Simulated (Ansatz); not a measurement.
Ga₂Pt (fluorite or antifluorite type, Fm-3m) at seven volumes, the program Ansatz at the PBEsol level (PAW), scaled uniformly. One row is withheld.

| V (Å³/atom) | P (GPa) |
|---|---|
| 15.729 | 15.95 |
| 16.247 | ? |
| 16.766 | 4.37 |
| 17.284 | 0.00 |
| 17.803 | -3.60 |
| 18.321 | -6.50 |
| 18.840 | -8.79 |

**Question.** Fit the shown pressures and predict the withheld one.

**Answer.** P = (3/2)B₀(x^(7/2) − x^(5/2))[1 + (3/4)(B′ − 4)(x − 1)] with x = (V₀/V)^(2/3). Least squares on the six rows gives V₀ = 17.284 Å³/atom, B₀ = 130 GPa, B′ = 5.57. At V = 16.247, x = 1.0421 and P = 9.56 GPa. The run itself gave 9.62 GPa.

The workflow started from a Materials Project entry (that database holds measured and hypothetical structures alike); the Crystallography Open Database files this formula in space group No. 225, but the cells were not matched. Whether it is the stable phase at ambient conditions was not checked. The cell was relaxed with PBEsol under the symmetry of its start; of distortions, only those at the zone centre were tested. The run is not spin-polarised. Scalar-relativistic: spin–orbit coupling is off unless named, which matters more the heavier the elements.

Potentials: the later of the program's two PAW sets.
